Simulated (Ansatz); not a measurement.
GaN:
```
CELL_PARAMETERS angstrom
      3.15071     0.00000     0.00000
     -1.57536     2.72860     0.00000
      0.00000     0.00000    15.42785
ATOMIC_POSITIONS crystal
  Ga 0.00000 0.00000 0.99976
  Ga 0.00000 0.00000 0.49976
  Ga 0.66667 0.33333 0.83325
  Ga 0.33333 0.66667 0.33325
  Ga 0.66667 0.33333 0.16656
  Ga 0.33333 0.66667 0.66656
  N  0.00000 0.00000 0.87465
  N  0.00000 0.00000 0.37465
  N  0.66667 0.33333 0.70808
  N  0.33333 0.66667 0.20808
  N  0.66667 0.33333 0.04140
  N  0.33333 0.66667 0.54140
```

Cartesian axes are those of the cell as given.

Give the proper piezoelectric stress tensor with relaxed ions from LDA in the plane-wave PAW code Ansatz.

In C/m², rows x, y, z, Voigt columns; mesh uncertainty up to 0.00.
```
 0.00   0.00   0.00   0.00   0.27   0.00
 0.00   0.00   0.00   0.27   0.00   0.00
 0.32   0.32  -0.60   0.00   0.00   0.00
```

The elastic tensor of the same run (GPa):

```
 365   145  96.6   0.0   0.0   0.0
 145   365  96.6   0.0   0.0   0.0
96.6  96.6   415   0.0   0.0   0.0
 0.0   0.0   0.0  96.9   0.0   0.0
 0.0   0.0   0.0   0.0  96.9   0.0
 0.0   0.0   0.0   0.0   0.0   110
```

Convert to strain constants d = e·S.

In pC/N:
```
 0.0   0.0   0.0   0.0   2.8   0.0
 0.0   0.0   0.0   2.8   0.0   0.0
 1.0   1.0  -1.9   0.0   0.0   0.0
```

Space group P6_3mc. The cell is a constructed one: a structure type filled with these elements. Its sites differ from those of the usual phase in this space group: another stacking or structure type. The cell was relaxed with LDA under the symmetry of its start; phonons on a q-mesh show no instability.

Potentials: the later of the program's two PAW sets.
